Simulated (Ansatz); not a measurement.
Relaxed TaAs (NbAs type, space group I4_1md):

```xyz
4
Lattice="-1.7315 1.7315 5.8665 1.7315 -1.7315 5.8665 1.7315 1.7315 -5.8665" Properties=species:S:1:pos:R:3 pbc="T T T"
Ta     0.0000     0.0000    11.7227
Ta     0.0000     1.7315     2.9229
As     0.0000     0.0000     4.8913
As     1.7315     0.0000     1.9580
```

In this cell atom 4 (As, nearest neighbour Ta at 2.622 Å; its periodic images, 3.5 Å or more away, move with it) is moved by s along Cartesian [110], unit vector (0.707, 0.707, 0.000); all other atoms and the cell stay fixed.

The numbers are results of PBE (plane waves to 420 eV, PAW, scalar-relativistic; Ansatz, a program for electronic structure), not measurements. k mesh 15×15×15 (Γ-centred), Fermi-Dirac smearing 0.05 eV. Energies are smeared free energies. With partly filled bands, energies and forces of such displacements shift with the k mesh and the smearing. At this level the bands of TaAs touch or barely overlap. Spin-orbit coupling is left out, though Ta is heavy. TaAs is run without spin polarisation. TaAs was relaxed with its symmetry unable to fall. The zero of ΔE is the undisplaced structure. The last digit holds for this mesh only.

| s (Å) | ΔE (meV/cell) |
|---|---|
| -0.260 | 430.2 |
| -0.208 | 269.0 |
| -0.156 | 148.4 |
| -0.104 | withheld |
| -0.052 | 16.1 |
| 0.000 | 0.0 |
| 0.052 | 16.1 |
| 0.104 | withheld |
| 0.156 | 148.4 |
| 0.208 | 269.0 |
| 0.260 | 430.2 |

Task: Fit an even polynomial form (powers 2, 4) to the given rows and predict ΔE at s = 0.104.

Result: Least squares on the 9 given rows: ΔE = (5952)·s² + (6092)·s⁴, in meV/cell with s in Å; root-mean-square residual 0.05 meV/cell. At 0.104 the fit gives 65.1 meV/cell; the calculation gives 65.0 meV/cell, so the interpolation is off by 0.1 (+0.2 %). The quadratic term alone would give 64.4 meV/cell.

(For displaced atoms, the force is minus the slope of the energy, and its curvature is a force constant, which sets phonon frequencies.)
